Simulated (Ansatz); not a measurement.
# SnO, one cell by several methods

```
Sn O
1.0
     3.76398    0.00000    0.00000
     0.00000    3.76398    0.00000
     0.00000    0.00000    4.83600
Sn O
2 2
Direct
  0.00000 0.50000 0.23850
  0.50000 0.00000 0.76150
  0.00000 0.00000 0.00000
  0.50000 0.50000 0.00000
```

Atoms are numbered in the order listed.

The cell comes from COD entry 9008956, which wasn't checked; take it as a given geometry. The listed cell was then made from it by scaling, straining or moving an atom.

No spin–orbit coupling, which matters for the heavy atoms here.

Levels of theory: DFT, LDA, PAW with Ansatz's default frozen-core files, scalar-relativistic (Ansatz 0.2.0); DFT, LDA, all-electron PAW with datasets made for the crystal, scalar-relativistic (Ansatz 0.2.0); DFT, LDA, all-electron LAPW, scalar-relativistic (Ansatz 0.2.0).

For PAW: a Γ-centred 6×6×5 k mesh, Fermi–Dirac smearing of 0.02 eV, cutoff 420 eV, no spin polarisation; the PAW files were made with PBE, and the program remakes their frozen cores for this functional. The crystal-made all-electron datasets (AE datasets) take a cutoff of 360 eV at this cell. LAPW targets a basis error of 0.5 meV/atom. The Ansatz runs share mesh, smearing and spin set-up. Plane-wave (PAW) pressures include the program's estimate of the Pulay term.

Stress and pressure are positive in compression.

The change that made this cell: equal xx and yy strain of -1 %.

```csv
quantity,PAW,AE datasets,LAPW
pressure (GPa),-0.82,-0.82,-0.82
stress xx (GPa),-0.48,-0.49,-0.49
stress zz (GPa),-1.49,-1.49,-1.49
```

PAW's pressure differs from the LAPW value by about 0.01 GPa or less.
